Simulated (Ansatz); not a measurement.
## Fields on a plane of GaP (zinc blende)

```xyz
2
Lattice="0.0000 2.7195 2.7195 2.7195 0.0000 2.7195 2.7195 2.7195 0.0000" Properties=species:S:1:pos:R:3 pbc="T T T"
P      4.0792     4.0792     4.0792
Ga     0.0000     0.0000     0.0000
```

The slice is a {110} plane (indices of the conventional cell) through the point (0.750, 0.750, 0.750) (fractional), spanned by u = [100] and v = [1 -1 -1] in vectors of this cell: u (3.85 Å) and v (5.44 Å, at 90° to u). It covers one period; positions are fractions (u, v).

Atoms on it: P at (0.00, 0.00); Ga at (0.50, 0.75).

Calculation: PBEsol (plane waves to 420 eV, PAW, scalar-relativistic; Ansatz, a first-principles code). k mesh 11×11×11. Inside the PAW spheres the values are not all-electron values, and peaks at nuclei hang on which shells count as valence. GaP was relaxed with its symmetry unable to fall. The PAW data are Ansatz's earlier set.

```
|xx89963236998x|
|57997322237997|
|89984210124899|
|888531xxx13588|
|665320xxx02356|
|233221xxx12233|
|01122210122211|
|00012222222100|
|00012222222100|
|00001222221000|
|00000011100000|
|00000000000000|
|00000000000000|
|22100000000012|
|65420000000245|
|87642000002467|
|88764100014678|
|56776310136776|
|xx58752125785x|
|xx59863236895x|
```
Scale: ten equal steps from 0.01 (start of '0') to 0.90 (end of '9'), in the order '0123456789'. Values: electron localisation function (ELF). The map has 14 points along u (one character each, u = 0 at the left) and 20 along v (v = 0 in the bottom row). Points within 0.5 Å of a nucleus are blanked (x), as the pseudised field means little there.

```
|23432233322343|
|65311345431135|
|64212466642124|
|32224677764222|
|22235676765322|
|11235677765321|
|12235666665322|
|12234455544322|
|11222333332221|
|11122222222211|
|11111111111111|
|11111111111111|
|11111111111111|
|11111111111111|
|22211111111122|
|33322111112233|
|66643211123466|
|68963211123698|
|25974211124795|
|02663222223662|
```
Scale: ten equal steps from 0.003 (start of '0') to 0.162 (end of '9'), in the order '0123456789'. Values: density of the lowest conduction band (whole band as if filled, smooth part) in e/Å³. The map has 14 points along u (one character each, u = 0 at the left) and 20 along v (v = 0 in the bottom row). 

The density on the P–Ga line (2.36 Å) at its density minimum, 1.3 Å from P is 0.53 e/Å³ and the ELF at that point comes out as 0.6. ELF maximum in the middle third of the P–Ga line: 0.90, 0.9 Å from P. Element round which the density of the highest valence band (whole band, smooth part) is largest on this plane: P.
